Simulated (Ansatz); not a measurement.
The end of the path is a generated cell of K2ZnI4: the first start was made by placing the elements on the sites of a structure type, and the end was not matched to a known phase here, so it may be hypothetical.

A geometry of K$_{2}$ZnI$_{4}$ away from equilibrium: the start of the relaxation of a generated cell, K2ZnI4 built in the AFLOW prototype A2BC4_tI14_82_bc_a_g (E3, as in Al2CdS4). Calculation: r2SCAN (plane waves to 500 eV, PAW, scalar-relativistic; Ansatz, an electronic-structure program). Γ-centred k-mesh 5×5×5 on the run's cell (coarser than for final values), Fermi–Dirac smearing 0.05 eV.

```xyz
7
Lattice="-3.4171 3.4171 6.3417 3.4171 -3.4171 6.3417 3.4171 3.4171 -6.3417" Properties=species:S:1:pos:R:3 pbc="T T T"
K      0.0000     0.0000     6.3417
K      3.4171     0.0000     3.1709
Zn     0.0000     0.0000     0.0000
I      1.7086    -1.6402     7.9906
I      1.7086     5.0574     1.6489
I      1.7769     1.7086    -1.6489
I      1.6402     1.7086     4.6929
```

**Question.** Which atoms carry the largest force, and which way does it point?

**Answer.** 2.71 eV/Å, on I4, I5, I6, I7 (atoms numbered as listed); on I4 its components are (2.57, -0.67, -0.50).

**Question.** What is the pressure?

**Answer.** +4.4 GPa, compression positive.

No spin polarisation in the result.

The run could not lose the symmetry of its start, so the end can be a saddle point.
